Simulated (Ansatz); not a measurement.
CaO:
```cif
data_CaO
_chemical_formula_sum 'Ca1 O1'
_space_group_name_H-M_alt 'P 1'
_space_group_IT_number 1
_cell_length_a 3.32904
_cell_length_b 3.32904
_cell_length_c 3.32904
_cell_angle_alpha 60.000
_cell_angle_beta 60.000
_cell_angle_gamma 60.000
loop_
_space_group_symop_operation_xyz
  'x, y, z'
loop_
_atom_site_label
_atom_site_type_symbol
_atom_site_fract_x
_atom_site_fract_y
_atom_site_fract_z
_atom_site_occupancy
Ca1 Ca 0.00000 0.00000 0.00000 1
O1 O 0.50000 0.50000 0.50000 1
```

Relaxed with LDA.

### Question
Give the optical modes at the zone centre with their infrared and Raman activity from DFPT, LDA in the plane-wave PAW code Ansatz.

### Answer
Transverse frequencies, without the LO–TO term; a row sums one degenerate level.

```json
[
 {"ω (cm⁻¹)": "290", "degeneracy": "3", "IR ((D/Å)²/amu)": "34.14", "Raman (Å⁴/amu)": "0", "activity": "IR", "symmetry": "T1u"}
]
```

### Question
How high does the top mode go among those that the LO–TO term moves?

### Answer
569 cm⁻¹ for q along x.

Space group Fm-3m (rock salt). Symmetry was held in the LDA relaxation; phonons on a q-mesh show no instability.

Potentials: the later of the program's two PAW sets.
